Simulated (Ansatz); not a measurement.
Data:

BaTiO3:
```cif
data_Ba3O9Ti3
_chemical_formula_sum 'Ba3 Ti3 O9'
_space_group_name_H-M_alt 'R3m :H'
_space_group_IT_number 160
_space_group_name_Hall 'R 3 -2"'
_cell_length_a 5.57552
_cell_length_b 5.57552
_cell_length_c 6.84089
_cell_angle_alpha 90.000
_cell_angle_beta 90.000
_cell_angle_gamma 120.000
loop_
_atom_site_label
_atom_site_type_symbol
_atom_site_symmetry_multiplicity
_atom_site_Wyckoff_symbol
_atom_site_fract_x
_atom_site_fract_y
_atom_site_fract_z
_atom_site_occupancy
Ba1 Ba 3 a 0.00000 0.00000 0.99894 1
Ti1 Ti 3 a 0.00000 0.00000 0.50767 1
O1 O 9 b 0.16807 0.33615 0.32149 1
```
(The calculation used a cell of 5 atoms; values per cell refer to that cell.)

This is the LDA-relaxed structure.

All from LDA (plane waves, PAW; program Ansatz), unless another level is named. Give the Poisson's ratio.

0.29.

Predict the zero-point energy.

59.3 meV/atom.

Give the highest zone-centre frequency (without LO–TO term).

511 cm⁻¹.

This is a known low-temperature phase of the composition, computed here at zero pressure and temperature. The LDA relaxation kept the symmetry of its start; phonons on a q-mesh show no instability. No spin polarisation was allowed. Spin–orbit coupling is left out wherever it is not named.

Potentials: the later of the program's two PAW sets.
